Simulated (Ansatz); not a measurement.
## Ti2AlC: strain energy, fitted

Ti2AlC, P6_3/mmc, a = 3.055 Å, c = 13.718 Å. The structure is a Materials Project entry; whether it is the stable form wasn't checked. Ansatz: r2SCAN, PAW, 500 eV, Γ-centred 12×12×4 mesh on 8 atoms, Gaussian smearing 0.10 eV; no spin polarisation. Series: uniaxial strain along a, with b, c and atoms relaxed; x is the strain in per cent. y is the free energy over the unstrained cell, V0 = 13.858 Å³/atom.

```
x (%) y (meV/atom)
 -3.0             ?
 -1.5          3.08
  0.0          0.00
  1.5          2.83
  3.0         11.05
```

Task: Fit y = c2 x² + c3 x³ to the other rows, turn c2 into a modulus, and predict the missing energy.

Result: Least squares on the rows shown. y = 1.318 x² − 0.03039 x³. In eV per unit strain² c2 is 13.18; this is Young's modulus along the axis (E = ½ Y V0 ε²): 2 × 13.18 × 160.2 / (13.858) = 305 GPa. At x = -3.0 the fit asked for gives 12.68 meV/atom. The run gave 12.60 meV/atom, so the fit is 0.08 meV/atom too high, a small miss on the scale of the series. The form still works here, 33 % of the fitted range beyond its end.

Cost: 5 runs of about 46 core-minutes in all, on Arm Neoverse V1 (shared hosts).